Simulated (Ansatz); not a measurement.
# Relaxing a structure of Ge

The start is a relaxed Ge cell, doubled along one cell vector, shaken by Gaussian noise of σ = 0.08 Å a coordinate. The structure is fully relaxed (lattice and positions, P = 0) with PBEsol (plane waves to 420 eV, PAW, scalar-relativistic; Ansatz, an electronic-structure program). First-step values are on the input's coarse k-mesh.

Ansatz input (later rounds restart from its end on a renewed k-mesh):
Ansatz 0.2 input:
```yaml
crystal:
  lattice:
    - [0, 2.8379771838, 2.8379771838]
    - [2.8379771838, 0, 2.8379771838]
    - [5.6759543676, 5.6759543676, 0]
  atoms:
    - { symbol: Ge, position: [0.7604700914, 0.7469595366, 0.3772614141] }
    - { symbol: Ge, position: [0.7530194663, 0.7601606777, 0.8748117986] }
    - { symbol: Ge, position: [0.4888076337, 0.4638785351, 0.2574287212] }
    - { symbol: Ge, position: [0.527399233, 0.4673853188, 0.7673235545] }
basis: { ecutwfc: 420, ecutrho_ratio: 4, xc_grid: 2, fft_grid_basis: typed }
kpoints: { mp_grid: { grid: [7, 7, 4] } }
hamiltonian:
  xc: pbesol
  dispersion: none
  pseudopotentials: { azcp: { folder: ./paw }, kind: paw }
scf: { occupations: { method: fermi_dirac, width: 0.05 } }
relax: { f_tol: 0.01, max_steps: 100, cell: { stress_tol: 0.02 } }
output: { forces: true, stress: true }
```

**Question.** Is the parent structure recovered?

**Answer.** The parent structure is recovered, Fd-3m (No. 227).

**Question.** How do the shortest distances between atoms change?

**Answer.** The closest pairs of elements (up to four, under 3.6 Å), start → end: Ge–Ge 2.32 → 2.46 Å.

**Question.** What band gap does the relaxed structure have at this level?

**Answer.** Zero (the bands touch at this level, without spin-orbit coupling).

The end point of the relaxation:

Space group Fd-3m, origin choice 1 (No. 227); a = b = c = 5.6761 Å, α = β = γ = 90.00°

```json
[
 {"atom": "Ge", "site": "8a", "symmetry": "-43m", "x": "0.0000", "y": "0.0000", "z": "0.0000"}
]
```
(The calculation used a cell of 2 atoms; values per cell refer to that cell.)

Final values are on a 14×14×14 k-mesh of the relaxed cell. No spin polarisation in the result.
